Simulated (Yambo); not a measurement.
## How GW settings move the gap: RbCl

G0W0@LDA for RbCl (rock salt, space group Fm-3m, No. 225) in Yambo. Reference settings: 4×4×4 Γ-centred k mesh, 159 bands and a 10 Ry block in the screening, 159 bands in G with the Bruneval-Gonze terminator, plasmon pole fitted at 27.2 eV. The LDA gap Γ → Γ on this mesh is 4.85 eV; G0W0 gaps are taken between the same points.

```tsv
change from the reference	G0W0 gap Γ → Γ (eV)	shift of the valence edge (eV)	rough Yambo cost
reference settings	8.11	-2.24	1
53 bands in W, 53 bands in G	8.00	-2.02	about 1/3
2 Ry block	7.62	-1.79	about 1/3
no random integration	7.98	-1.99	–
98 bands in G, no terminator	8.01	-2.06	–
```

The reference isn't shown to be the converged limit. Costs are rough (shared machines), scaled to the same edge states, and given only for runs that recompute the screening.

Geometry relaxed with LDA; primitive cell a = 4.510 Å, b = 4.510 Å, c = 4.510 Å, α = 60.00°, β = 60.00°, γ = 60.00°.

A shift is the quasiparticle energy of the state minus its LDA energy.
